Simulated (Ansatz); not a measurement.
This cell of Sn (beta-Sn type, space group I4_1/amd) is off equilibrium:

```
Sn
1.0
   -2.98184     2.98184     1.61281
    2.98184    -2.98184     1.61281
    2.98184     2.98184    -1.61281
Sn
2
Direct
  0.75000   0.25000   0.50000
  0.00000   0.00000   0.00000
```

Computed with r2SCAN (plane waves to 500 eV, PAW, scalar-relativistic; Ansatz, a quantum-chemistry and plane-wave program). k mesh 17×17×17 (Γ-centred), Fermi-Dirac smearing 0.05 eV. The energy includes the smearing's −TS. Stress and pressure are positive under compression. With partly filled bands, the response to shear is sensitive to the k mesh, so small differences along c/a are uncertain. Sn was relaxed with its symmetry unable to fall.

Give the stress tensor in GPa and the pressure.


```
   -2.0      0.0      0.0
    0.0     -2.0      0.0
    0.0      0.0     -1.8
```
The pressure, a third of the trace, is -1.9 GPa.

It is the relaxed cell deformed to V/V₀ = 1.040, (c/a)/(c/a)₀ = 1.000, c along z, fractional positions held. What is its energy relative to the relaxed cell?

7 meV/atom.

(A scan under strain: stresses follow from slopes of the energy per volume, elastic moduli from its curvatures.)
